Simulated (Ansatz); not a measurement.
Zr5TiN6: phonons across the zone

Method: Ansatz 0.2.0, DFT PBE, scalar-relativistic, plane waves, PAW. Settings: 420 eV plane-wave cutoff, Γ-centred 12×12×4 mesh, Fermi-Dirac smearing of 0.15 eV. No spin polarisation. Phonons by linear response, acoustic sum rule imposed.

Relaxed structure:
```xyz
12
Lattice="3.2210 0.0000 0.0000 0.0000 3.2210 0.0000 0.0000 0.0000 13.6297" Properties=species:S:1:pos:R:3 pbc="T T T"
Zr    0.0000    0.0000   11.3292
Zr    1.6105    1.6105    0.0000
Zr    0.0000    0.0000    2.3005
Zr    1.6105    1.6105    4.6398
Zr    1.6105    1.6105    8.9899
Ti    0.0000    0.0000    6.8148
N     0.0000    0.0000    0.0000
N     1.6105    1.6105    2.3100
N     0.0000    0.0000    4.6241
N     1.6105    1.6105    6.8148
N     0.0000    0.0000    9.0056
N     1.6105    1.6105   11.3197
```

The cell was found from a structure generator's guess, not taken from experiment. In a metal, frequencies and elastic constants depend on the k mesh and the smearing, soft modes and shear constants most. The q mesh is coarse, so values between its points are rough.

Force constants from linear response on a 2×2×1 q mesh.

(1) Is the structure dynamically stable on the q mesh?

(2) Give the frequencies (cm⁻¹) at the zone-boundary points of high symmetry (interpolated where a point lies off the q mesh).

## Answers

(1) Yes, on this mesh: no mode is imaginary.

(2)
| point | q | frequencies |
| --- | --- | --- |
| X | 0.000 0.500 0.000 | 84 94 146 154 156 158 160 161 163 165 182 206 216 220 227 233 235 249 367 387 417 438 439 465 466 496 497 502 506 507 511 514 514 517 518 601 |
| M | 0.500 0.500 0.000 | 170 173 176 177 177 193 200 206 206 215 215 222 222 230 230 231 234 234 358 358 448 453 461 466 466 469 469 478 478 479 479 482 482 489 489 607 |
| Z | 0.000 0.000 0.500 | 49 49 55 55 94 99 139 139 152 152 175 188 191 191 196 200 200 247 338 338 418 454 460 466 478 478 480 484 484 485 485 490 490 498 498 600 |
| R | 0.000 0.500 0.500 | 84 94 148 152 155 156 161 162 168 169 172 210 213 224 228 231 235 249 367 387 425 428 442 462 468 494 498 502 506 507 511 514 514 516 518 601 |
| A | 0.500 0.500 0.500 | 172 177 177 177 179 185 201 206 206 214 214 223 223 230 230 230 233 233 358 358 451 451 464 466 466 471 471 474 477 477 477 482 482 490 490 608 |
